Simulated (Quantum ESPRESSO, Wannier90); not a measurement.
## Wannierisation of CsGeI3 (Cm)

```
begin unit_cell_cart
ang
    4.3533650000   -4.2241850000    0.0000000000
    4.3533650000    4.2241850000    0.0000000000
   -0.3242650000    0.0000000000    6.1194950000
end unit_cell_cart
begin atoms_frac
Cs  -0.0890100000 -0.0890100000 -0.4133900000
Ge   0.3726500000  0.3726500000  0.1341400000
I    0.4116200000  0.4116200000 -0.4192300000
I   -0.0800700000  0.4088100000  0.0932400000
I    0.4088100000 -0.0800700000  0.0932400000
end atoms_frac
```

Structure: Materials Project mp-28377, symmetrised, not relaxed again. Not found in the COD (Crystallography Open Database) copy used, which has the formula in other groups; not checked further. The atoms lie within 0.1 Å of the higher space group R3m. Level: PBEsol, no spin polarisation, no spin-orbit coupling; pw.x of Quantum ESPRESSO at 63 Ry with PseudoDojo potentials, 6×6×6 k-points, Wannier90. Density: 6×6×6 mesh, cold smearing 0.01 Ry. Spin-orbit coupling is left out although heavy elements are present.

Band 7 is isolated and gives one Wannier function a cell (I3 5s 29 %, I5 5s 26 %, I4 5s 26 %; spread 7.25 Å²). Its on-site energy is ε = -12.644 eV relative to the valence-band maximum, and its hoppings t(R) = t(−R) to the nearer images are (images within this range that aren't listed have |t| under 5 meV):

| R (lattice vectors; −R alike) | distance (Å) | t (eV) |
|---|---|---|
| 0 0 1 | 6.13 | -0.039 |
| 0 1 0 | 6.07 | -0.042 |
| 1 0 0 | 6.07 | -0.042 |

Work out the band energy at Γ, C, C_2, Y_2 from these numbers.

For one orbital E(k) = ε + Σ_R 2 t(R) cos(2π k·R), the sum over the listed R.
- Γ, k = (0.000, 0.000, 0.000): E = -12.644 + (-0.039)·(2.00) + (-0.042)·(4.00) = -12.89 eV; pw.x: -12.89 eV
- C, k = (-0.486, 0.486, 0.000): E = -12.644 + (-0.039)·(2.00) + (-0.042)·(-3.98) = -12.55 eV; pw.x: -12.51 eV
- C_2, k = (-0.514, -0.486, 0.000): E = -12.644 + (-0.039)·(2.00) + (-0.042)·(-3.98) = -12.55 eV; pw.x: -12.51 eV
- Y_2, k = (-0.500, -0.500, 0.000): E = -12.644 + (-0.039)·(2.00) + (-0.042)·(-4.00) = -12.55 eV; pw.x: -12.51 eV

At these points the listed shells miss the plane-wave band by up to 0.04 eV, of a width of 0.45 eV on the path. With all its hoppings the model misses the band by 1.5 meV at worst on the whole path, so most of the miss comes from the hoppings not listed.
